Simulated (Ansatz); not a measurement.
LaC (rock salt, Fm-3m), plane-wave PAW r²SCAN (Ansatz code), all energies at zero smearing, with the estimated change up to a 700 eV cutoff added, with one set of potentials and settings (totals compare only within such a set). Cell of 2 atoms (1 La, 1 C): -6515.987 eV.

```csv
element,reference phase,E (eV/atom)
La,"P6_3/mmc, 4 atoms in the cell",-6264.8722
C,"P6_3/mmc, 4 atoms in the cell",-251.6688
```

Formation energy per atom, worked out: (-6515.987 − 1×(-6264.8722) − 1×(-251.6688))/2 = 0.277 eV/atom (27 kJ per mol of atoms), at 0 K, without zero-point energy or fitted corrections.

The start of the workflow was typed in or built on a structure type; neither database checked (COD, Materials Project) lists it. Whether it is the stable phase at ambient conditions was not checked. The r²SCAN relaxation kept the symmetry of its start. At this level the phase is mechanically unstable. Its formation energy is positive at this level, so the cell may be metastable or incomplete. The references are the lowest solids computed at this level, not always the standard phases. Scalar-relativistic: spin–orbit coupling is off unless named, which matters more the heavier the elements.

Potentials: the earlier of the program's two PAW sets.
